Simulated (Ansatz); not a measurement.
Name crystals whose computed values (plane-wave PAW r²SCAN+D4 (Ansatz code)) fall in these windows: HSE06 gap (eV) 3.1 to 4.3; gap (eV) 2.6 to 3.6.



```csv
crystal,HSE06 gap (eV),gap (eV)
"TlIO3, R3m (Tl on 3a, I on 3a, O on 9b)",3.77,3.07
"BN, P6/mmm (B on 1b, N on 1a)",3.74,3.02
"SnCl2, Pnma (Sn on 4c, Cl on 4c, Cl on 4c)",3.91,3.41
"CdBr2, R-3m (Cd on 3a, Br on 6c)",4.03,3.46
"BeS, P6_422 (Be on 3c, S on 3d)",3.57,3.15
```
Others may fit too.

Typed or built starts, not in the databases checked: BN, P6/mmm (B on 1b, N on 1a); BeS, P6_422 (Be on 3c, S on 3d). Not the usual ambient phase: BN, P6/mmm (B on 1b, N on 1a). Standing as an ambient phase not checked: TlIO3, R3m (Tl on 3a, I on 3a, O on 9b); SnCl2, Pnma (Sn on 4c, Cl on 4c, Cl on 4c); CdBr2, R-3m (Cd on 3a, Br on 6c). Unstable at this level: BN, P6/mmm (B on 1b, N on 1a). All cells were relaxed under the symmetry of their starts (and spin orders); stability against distortions was not tested throughout. Scalar-relativistic: spin–orbit coupling is off unless named, which matters more the heavier the elements.

Potentials: the later of the program's two PAW sets.
